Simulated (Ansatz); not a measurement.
TaAl:
Space group Pm-3m (No. 221); a = 3.1962 Å, b = 3.1962 Å, c = 3.1962 Å, α = 90.00°, β = 90.00°, γ = 90.00°

| atom | site | symmetry | x | y | z |
|---|---|---|---|---|---|
| Ta | 1a | m-3m | 0.0000 | 0.0000 | 0.0000 |
| Al | 1b | m-3m | 0.5000 | 0.5000 | 0.5000 |

Relaxed with PBEsol.

Question: Decompose the optical modes at the zone centre into irreducible representations, and say which are infrared and Raman allowed.

Answer: Point group m-3m: Γ_opt = T1u. Infrared: T1u. Raman: none.

Question: Assign frequencies (DFPT, DFT-PBEsol in the program Ansatz with PAW potentials).

Answer: T1u 296 cm⁻¹.

The start of the workflow was typed in or built on a structure type; neither database checked (COD, Materials Project) lists it. Its standing as an ambient phase is unchecked. The cell was relaxed with PBEsol under the symmetry of its start. At this level the phase is mechanically unstable. No spin polarisation was allowed. As this level gives no gap, phonon frequencies hold no LO–TO term and depend on the k-mesh and smearing (Fermi–Dirac, 0.1 eV here). Scalar-relativistic: spin–orbit coupling is off unless named, which matters more the heavier the elements.

Potentials: the earlier of the program's two PAW sets. The files were generated under PBE; for other functionals the program regenerates the frozen cores, and for LDA and PBEsol the local potential too.
